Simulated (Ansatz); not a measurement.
All numbers below come from Ansatz, DFT PBE, scalar-relativistic, plane waves, PAW. Settings: cutoff 420 eV, Γ-centred meshes spaced at most about 0.3 Å⁻¹, and about 0.25 Å⁻¹ or finer for metals (2π included), Gaussian smearing. No spin polarisation in the final relaxations.

Temperature and zero-point effects are left out.

Two relaxed structures of In₅Sb:

A.

```yaml
crystal:
  lattice:
    - [0.00000, 4.43679, 4.43679]
    - [4.43679, 0.00000, 4.43679]
    - [4.43679, 4.43679, 0.00000]
  atoms:
    - { symbol: In, position: [0.50000, 0.50000, 0.50000] }
    - { symbol: In, position: [0.37431, 0.87523, 0.87523] }
    - { symbol: In, position: [0.87523, 0.37431, 0.87523] }
    - { symbol: In, position: [0.87523, 0.87523, 0.37431] }
    - { symbol: In, position: [0.87523, 0.87523, 0.87523] }
    - { symbol: Sb, position: [0.25000, 0.25000, 0.25000] }
```

B.

```yaml
crystal:
  lattice:
    - [5.89037, 0.00000, 0.00000]
    - [-2.94519, 5.10121, 0.00000]
    - [0.00000, 0.00000, 5.55678]
  atoms:
    - { symbol: In, position: [0.00000, 0.66857, 0.50000] }
    - { symbol: In, position: [0.66857, 0.00000, 0.50000] }
    - { symbol: In, position: [0.33143, 0.33143, 0.50000] }
    - { symbol: In, position: [0.66667, 0.33333, 0.00000] }
    - { symbol: In, position: [0.33333, 0.66667, 0.00000] }
    - { symbol: Sb, position: [0.00000, 0.00000, 0.00000] }
```

**Question.** Which is lower in energy, and by how much?

**Answer.** B is lower, by 121 meV/atom. A has space group F-43m (No. 216), 29.1 Å³/atom and no gap on its mesh; B has In and Sb ordered on hcp sites, space group P-62m (No. 189), 27.8 Å³/atom and no gap. Counting In atoms around Sb (those within 1.25 times the shortest such distance or 1.15 times the sum of covalent radii; the shortest distance is added where it is long for a bond), A has Sb 16 from 3.7 Å and B has Sb 12 from 3.4 Å. The denser one is the lower, and pressure would at first widen the difference. Both come from invented guesses.

These runs have no spin–orbit coupling, which can matter for Sb. Cells relaxed within their symmetry can be saddle points.
